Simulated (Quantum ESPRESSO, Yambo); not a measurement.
Ca$_{2}$Ge (anti-fluorite, space group Fm-3m, No. 225) under isotropic strain (on all lattice vectors), counted from the cell relaxed with PBEsol, atoms relaxed at each step. norm-conserving PBEsol (Quantum ESPRESSO, 78 Ry, scalar-relativistic); G0W0 in Yambo (4×4×4 Γ-centred k mesh, bands 3 to 170 and a 8 Ry block in the screening, 170 bands in G with the Bruneval-Gonze terminator, plasmon pole fitted at 27.2 eV).

| strain (%) | PBEsol gap (eV) | kind | G0W0 direct gap (eV) |
|---|---|---|---|
| -3 | [?] | direct | [?] |
| -1.5 | 0.44 | near tie | 1.27 at X |
| -0.7 | 0.47 | near tie | 1.31 at X |
| 0 | 0.50 | near tie | 1.35 at X |
| +1 | 0.54 | direct | 1.38 at X |
| +2 | 0.57 | near tie | 1.41 at X |

Q: Estimate the withheld gaps from the other strains; the computed values follow.

A: 
- -3, PBEsol gap (eV): 0.37
- -3, G0W0 direct gap (eV): 1.17 at X

GW, BSE and RPA settings are held fixed; their convergence isn't established. «Near tie»: competing band extrema lie within 0.03 eV. Strains are linear. The screening block changes size along the series (229 vectors at -3 %, 259 vectors at -1.5 %, 283 vectors at -0.7 %, 283 vectors at +0 %, 283 vectors at +1 %, 283 vectors at +2 %), which puts steps into the G0W0 values. Spin-orbit splittings are left out.

The standard potential for Ge keeps a d shell in the valence without the s and p states of that shell. In tests on such compounds this moved G0W0 gaps by up to about 0.9 eV, so absolute quasiparticle energies here are unreliable; differences between settings are what counts.

The structure is a Materials Project entry; no match was found in the copy of COD used, and its stability was not checked.
